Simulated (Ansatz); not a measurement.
## Two inputs for ZnS with Na replacing Zn

Cell: a supercell of ZnS (space group P6_3mc) built from a COD entry, with all atoms left at the host's positions.

```
Na Zn S
1.0
     7.64540    0.00000    0.00000
    -3.82270    6.62111    0.00000
     0.00000    0.00000   12.52000
Na Zn S
1 15 16
Direct
  0.00000 0.00000 0.00000
  0.00000 0.50000 0.00000
  0.50000 0.00000 0.00000
  0.50000 0.50000 0.00000
  0.00000 0.00000 0.50000
  0.00000 0.50000 0.50000
  0.50000 0.00000 0.50000
  0.50000 0.50000 0.50000
  0.16667 0.33333 0.25000
  0.16667 0.83333 0.25000
  0.66667 0.33333 0.25000
  0.66667 0.83333 0.25000
  0.33333 0.16667 0.75000
  0.33333 0.66667 0.75000
  0.83333 0.16667 0.75000
  0.83333 0.66667 0.75000
  0.00000 0.00000 0.18750
  0.00000 0.50000 0.18750
  0.50000 0.00000 0.18750
  0.50000 0.50000 0.18750
  0.00000 0.00000 0.68750
  0.00000 0.50000 0.68750
  0.50000 0.00000 0.68750
  0.50000 0.50000 0.68750
  0.16667 0.33333 0.43750
  0.16667 0.83333 0.43750
  0.66667 0.33333 0.43750
  0.66667 0.83333 0.43750
  0.33333 0.16667 0.93750
  0.33333 0.66667 0.93750
  0.83333 0.16667 0.93750
  0.83333 0.66667 0.93750
```

Atoms are numbered from 1 in the order listed; like atoms form one site, named after its first atom.

Reference run. The numbers come from a DFT calculation in Ansatz (PBE, plane waves and PAW, scalar-relativistic, collinear spin, 420 eV cutoff, Γ-centred 3×3×2 k-points, Fermi–Dirac smearing 0.01 eV). Start moments as typed (μB): 1 on each Na, none on the rest.

Problem. The input is changed as follows: `scf.occupations.width`: 0.01 → not typed; `scf.occupations.method`: fermi_dirac → tetrahedron; `scf.n_extra_bands`: not typed → 4. What happens to V_zz (10²¹ V/m²) and η?

Solution. 

| site | atom | V_zz reference | η reference | V_zz changed | η changed |
| --- | --- | --- | --- | --- | --- |
| Na | 1 | -0.19 | 0.00 | -0.29 | 0.00 |
| Zn5 | 5 | 0.11 | 0.00 | 0.18 | 0.00 |
| Zn6 | 6 | 0.12 | 0.49 | 0.23 | 0.41 |
| Zn9 | 9 | -0.75 | 0.34 | -0.83 | 0.35 |
| S17 | 17 | -9.36 | 0.00 | -10.00 | 0.00 |
| S18 | 18 | -0.40 | 0.54 | 0.22 | 0.87 |
| S21 | 21 | -0.52 | 0.00 | -0.41 | 0.00 |
| S22 | 22 | -0.59 | 0.34 | -0.52 | 0.11 |
| S25 | 25 | -0.53 | 0.02 | -0.47 | 0.12 |
| S27 | 27 | 0.032 | 0.00 | 0.28 | 0.00 |
| S29 | 29 | -6.85 | 0.17 | -6.93 | 0.13 |
| S30 | 30 | -0.33 | 0.00 | -0.19 | 0.00 |

The largest change of V_zz along a kept axis is on S17, from -9.36 to -10.00. In per cent, |V_zz| changes by +1 to +7 on S (all sites that start above 2). Where |V_zz| stays above 0.1 and the axes keep their order, η moves most on S22, from 0.34 to 0.11. On S18 the largest principal value lies along another axis in the second run, so the two V_zz can't be compared directly. The table leaves out 4 of the 16 sites, with |V_zz| up to 0.81; their tensors move by 0.07 at most along any direction. The statements above cover all sites. The absolute magnetisation of the cell goes from 0.2 to 0.0 μB. SCF iterations: 22 and 23. New warnings: band table not solved further, moment headroom below auto, seeded moment not kept, stability check not made, tetrahedron derivatives may miss energy slope.

On the reference run: The defect repeats with the cell of 32 atoms, so it feels its images: sites between two images don't show the values beside a lone defect, and zeros or small values of η there can come from the images' arrangement. S and Zn carry a gradient in the pure host already, so the values there aren't the defect's effect alone. The defect cell has no gap above 0.1 eV on its mesh, so the values can hang on the smearing and the k-mesh. The run lost most of its start moments on Na; a state with other moments may lie lower. The neighbours have not yet relaxed around the defect (largest force 1.8 eV/Å), so a real crystal will differ.
